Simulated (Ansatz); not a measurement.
The relaxed structure here is a generated cell of Nb: the first start was made by placing the elements on the sites of a structure type, and the end was not matched to a known phase here, so it may be hypothetical. Known forms of Nb include space group No. 229.

The end point of a relaxation of Nb. These are PBE (plane waves to 420 eV, PAW, scalar-relativistic; Ansatz, an electronic-structure program) values and carry that method's errors.

```
CELL_PARAMETERS angstrom
      2.71982     0.00000     0.00000
      0.00000     2.71982     0.00000
      0.00000     0.00000     2.71982
ATOMIC_POSITIONS crystal
  Nb 0.00000 0.00000 0.00000
```

Determine the symmetry and give the standard cell with its independent sites.

Space group Pm-3m (No. 221); a = b = c = 2.7198 Å, α = β = γ = 90.00°

```csv
atom,site,symmetry,x,y,z
Nb,1a,m-3m,0.0000,0.0000,0.0000
```

This is the simple cubic type.

Give the shortest distances between elements (the closest pairs, up to four, under 3.6 Å).

Nb–Nb 2.72 Å.

```json
{
 "volume_per_atom": "20.12 Å³",
 "band_gap": "no gap (metallic)"
}
```

No spin polarisation in the result.

The run could not lose the symmetry of its start, so the end can be a saddle point.
